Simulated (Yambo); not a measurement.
G0W0@LDA for CdS (zinc blende, space group F-43m, No. 216) in Yambo (4×4×4 mesh, 10 Ry block, plasmon pole, screening fixed), without a terminator:

| bands N in G | gap Γ → Γ (eV) | shift of the valence edge (eV) |
|---|---|---|
| 42 | 2.109 | -0.411 |
| 76 | 2.172 | -0.676 |
| 118 | 2.227 | -0.800 |

Q: Extrapolate both columns to infinite N with E(N) = E∞ + A/N, test the form, and compare with the terminator.

A: From two points, E∞ = (N2 E2 − N1 E1)/(N2 − N1). The two largest N give 2.33 eV for the gap and -1.02 eV for the shift; the two smallest give 2.25 eV and -1.00 eV. For the gap the slopes A are -5.9 and -12 eV: the form isn't reached, and its limit is uncertain. For the shift the slopes A are 25 and 26 eV: the 1/N form holds. With the Bruneval-Gonze terminator and 118 bands the run gives 2.27 eV and -0.90 eV, 0.06 eV and 0.12 eV from the extrapolated values: the terminator too is an estimate of the remainder. Block, mesh and the bands in W are held fixed.

Spin-orbit coupling is not included.

Geometry relaxed with LDA; primitive cell a = 4.0717 Å, b = 4.0717 Å, c = 4.0717 Å, α = 60.00°, β = 60.00°, γ = 60.00°.

A shift is the quasiparticle energy of the state minus its LDA energy.
